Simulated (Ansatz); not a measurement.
An Ansatz (an electronic-structure program) run. Input:

Ansatz 0.2 input:
```yaml
crystal:
  lattice:
    - [3.9007412568, 0.0, 0.0]
    - [-1.9503706284, 3.378141022, 0.0]
    - [0.0, 0.0, 6.4422232681]
  atoms:
    - { symbol: Si, position: [0.6666666667, 0.3333333333, 0.8745556351] }
    - { symbol: Si, position: [0.3333333333, 0.6666666667, 0.3745556351] }
    - { symbol: Ge, position: [0.6666666667, 0.3333333333, 0.5004443649] }
    - { symbol: Ge, position: [0.3333333333, 0.6666666667, 0.0004443649] }
kpoints:
  mp_grid: { grid: [8, 8, 5] }
hamiltonian:
  xc: pbesol
  pseudopotentials: { azcp: { folder: ./paw }, kind: paw }
scf:
  occupations: { method: fixed }
dielectric: {}
```

Output (shortened):

```
Pseudopotential: Si, paw, valence charge 4
Pseudopotential: Ge, paw, valence charge 14
Functional definition: PBEsol
Crystal: 4 atoms, lattice volume = 84.891 Å³
Basis set: ecut = 420 eV, 1677 PW (Γ), exchange–correlation on 54×54×96 points (8 copies of the dense FFT grid, shifted against one another)
Bands: 22, of which v1, the nominal top of the filled ones, is band 18 counted from 1 (17 counted from 0)
Symmetry: 12 space group operations
k-points: 93 of 320 (irreducible under 2 space group operations, time reversal used)
SCF iter   1: F=—  HF=-9750.139916 eV  |F-HF|=—  |Δ(HF+E_count)|=         —  Δρ=4.10e-2  dr2=1.18e0  ethr=3.10e-3  ⟨swp⟩=4.8  Hψ=8630  notcnv=0  defer=177
preconditioner: auto → Resta (q_TF=auto, 2.365 Å⁻¹)
SCF iter   2: F=—  HF=-9749.958352 eV  |F-HF|=—  |Δ(HF+E_count)|=   1.82e-1  Δρ=2.31e-2  dr2=3.90e-1  ethr=3.10e-3  ⟨swp⟩=1.1  Hψ=2805  notcnv=0  defer=18
SCF iter   3: F=—  HF=-9749.877990 eV  |F-HF|=—  |Δ(HF+E_count)|=   8.04e-2  Δρ=2.07e-3  dr2=4.61e-3  ethr=1.08e-3  ⟨swp⟩=2.1  Hψ=2676  notcnv=0  defer=184
SCF iter   4: F=—  HF=-9749.875058 eV  |F-HF|=—  |Δ(HF+E_count)|=   2.93e-3  Δρ=1.26e-3  dr2=1.13e-3  ethr=1.28e-5  ⟨swp⟩=2.2  Hψ=3923  notcnv=0  defer=186
SCF iter   5: F=—  HF=-9749.875854 eV  |F-HF|=—  |Δ(HF+E_count)|=   7.96e-4  Δρ=3.70e-4  dr2=1.34e-4  ethr=3.15e-6  ⟨swp⟩=2.0  Hψ=3906  notcnv=0  defer=186
SCF iter   6: F=—  HF=-9749.876015 eV  |F-HF|=—  |Δ(HF+E_count)|=   1.61e-4  Δρ=6.56e-5  dr2=4.10e-6  ethr=3.71e-7  ⟨swp⟩=2.1  Hψ=2967  notcnv=0  defer=116
SCF iter   7: F=—  HF=-9749.876023 eV  |F-HF|=—  |Δ(HF+E_count)|=   7.56e-6  Δρ=1.07e-5  dr2=1.00e-7  ethr=1.14e-8  ⟨swp⟩=2.0  Hψ=2790  notcnv=0  defer=1
SCF iter   8: F=—  HF=-9749.876023 eV  |F-HF|=—  |Δ(HF+E_count)|=   2.71e-7  Δρ=1.54e-6  dr2=1.79e-9  ethr=2.79e-10  ⟨swp⟩=2.0  Hψ=2795  notcnv=0
SCF iter   9: F=-9749.876023 eV  HF=-9749.876023 eV  |F-HF|=2.55e-11  |Δ(HF+E_count)|=   1.31e-9  Δρ=1.92e-7  dr2=1.98e-11  ethr=1.00e-12  ⟨swp⟩=5.2  Hψ=8339  notcnv=0
SCF 1 converged in 9 iterations: F = -9749.876023 eV  dr2 = 1.98e-11
NSCF: frozen V_eff on 50 k-points
DFPT response loops at Γ: preconditioner auto → Resta (q_TF=auto, 2.365 Å⁻¹)  ε∞=13.2 (no band partly filled) …
── the response to a field inside a basis, on 18×18×10 k-points: an SCF that follows is theirs, and a resumed run solves both again ──
Crystal: 4 atoms, lattice volume = 84.891 Å³
Bands: 19, of which v1, the nominal top of the filled ones, is band 18 counted from 1 (17 counted from 0)
k-points: 450
SCF iter   1: F=—  HF=-9749.872327 eV  |F-HF|=—  |Δ(HF+E_count)|=         —  Δρ=1.54e-4  dr2=1.50e-5  ethr=1.00e-1
preconditioner: auto → Resta (q_TF=auto, 2.365 Å⁻¹)
SCF iter   2: F=—  HF=-9749.872326 eV  |F-HF|=—  |Δ(HF+E_count)|=   6.44e-7  Δρ=9.50e-5  dr2=6.15e-6  ethr=4.17e-8
SCF iter   3: F=—  HF=-9749.872326 eV  |F-HF|=—  |Δ(HF+E_count)|=   4.49e-7  Δρ=2.69e-5  dr2=7.92e-7  ethr=1.71e-8
SCF iter   4: F=-9749.872326 eV  HF=-9749.872326 eV  |F-HF|=5.13e-8  |Δ(HF+E_count)|=   1.45e-7  Δρ=7.83e-6  dr2=6.80e-8  ethr=2.20e-9
SCF 1 converged in 4 iterations: F = -9749.872326 eV  dr2 = 6.80e-8
DFPT response loops at Γ: preconditioner auto → Resta (q_TF=auto, 2.365 Å⁻¹)  ε∞=12.5 (no band partly filled) …
SCF converged after 9 iterations
Free energy (F): -9749.876023 eV
Harris-Foulkes:  -9749.876023 eV  (|F-HF|=2.55e-11)
Internal energy: -9749.876023 eV  (E = F + TS)
E sigma→0 (E₀):  -9749.876023 eV
Fermi energy:    7.630077 eV
--- Per-component energies (eV) ---
  E_band       = -306.454671
  E_kinetic    = 266.852237
  E_local      = -4855.440542  (includes V_loc(G=0)·N_el)
  E_nonlocal   = 485.538127
  E_hartree    = 2305.712063
  E_xc         = -253.852334
  E_vxc        = -225.794496  (∫ρ·V_xc dr)
  E_paw        = -4941.543510  (= ΣΔE_a)
  E_vpaw       = -589.034278  (= ΣTr[D̂ρ^β])
  E_aug_tail   = 0.000111  (compensation charges beyond the density's cutoff)
  E_ewald      = -2759.041172
  E_core_change = 1.898997  (= ΣΔE_core)
  E_smearing   =  0.000000  (= −TS)
  E_closure    =  0.000000  (closes the sum)
  Σ components = -9749.876023   (vs F -9749.876023, Δ=0.00e0)
  [band-id]    e_kinetic+e_local+e_nonlocal+2·e_hartree+e_vxc+e_vpaw+e_augmentation_tail = -306.454715   (vs E_band -306.454671, Δ=-4.35e-5)
--- Band table (eV; the first three rows and the last of 93) ---
  k-point 0: bands = ["-16.9583", "-16.9583", "-16.9546", "-16.9546", "-16.9517", "-16.9517", "-16.9298", "-16.9298", "-16.9259", "-16.9259", "-5.0464", "-2.8837", "0.1236", "6.0431", "6.0431", "7.3148", "7.6301", "7.6301", "8.0316", "9.1114", "9.6574", "9.6574"]
  k-point 1: bands = ["-16.9583", "-16.9583", "-16.9544", "-16.9544", "-16.9520", "-16.9520", "-16.9294", "-16.9294", "-16.9263", "-16.9263", "-4.9211", "-3.2787", "0.7675", "5.9055", "6.1475", "6.1475", "7.3855", "7.3855", "8.1632", "9.8121", "9.8896", "9.8896"]
  k-point 2: bands = ["-16.9583", "-16.9583", "-16.9537", "-16.9537", "-16.9528", "-16.9528", "-16.9284", "-16.9284", "-16.9272", "-16.9272", "-4.5520", "-3.9689", "2.1954", "3.9726", "6.4484", "6.4484", "6.8999", "6.8999", "8.5502", "9.1554", "10.4017", "10.4017"]
  k-point 92: bands = ["-16.9586", "-16.9582", "-16.9506", "-16.9502", "-16.9481", "-16.9478", "-16.9290", "-16.9288", "-16.9262", "-16.9255", "-2.6586", "-2.1559", "0.2218", "0.7975", "3.4108", "3.9347", "4.6888", "5.6041", "8.9551", "9.8570", "11.0342", "12.0127"]
--- Dielectric response (ions clamped): 3 representative field directions + reference, inside a basis on a mesh of 3240 k-points (Σ response iterations 12) ---
  ε∞ (high-frequency dielectric tensor):
       14.128364     0.000000     0.000000
        0.000000    14.128364     0.000000
        0.000000     0.000000    15.299957
  Born effective charges Z* (e; rows j = field, columns β = displacement):
    site 0:
         0.14053    0.00000    0.00000
         0.00000    0.14053    0.00000
         0.00000    0.00000    0.15862
    site 1:
         0.14053    0.00000    0.00000
         0.00000    0.14053    0.00000
         0.00000    0.00000    0.15862
    site 2:
        -0.14053    0.00000    0.00000
         0.00000   -0.14053    0.00000
         0.00000    0.00000   -0.15862
    site 3:
        -0.14053    0.00000    0.00000
         0.00000   -0.14053    0.00000
         0.00000    0.00000   -0.15862
  Z* charge neutrality: 1.796e-3 e pre-enforcement
  solved inside a basis spanned on kpoints, on 18×18×10 k-points transformed towards the longest dipole …
```

Cost: about 3 core-minutes (a rough figure) on shared cores.

Space group P6_3mc (wurtzite). The first step of the workflow began from a Materials Project structure, measured or hypothetical; the Crystallography Open Database copy checked does not list it. Whether it is the stable phase at ambient conditions was not checked. The cell was relaxed with PBEsol under the symmetry of its start; of distortions, only those at the zone centre were tested. Spin–orbit coupling is left out wherever it is not named.

Potentials: the earlier of the program's two PAW sets.

Ansatz is a plane-wave DFT program.
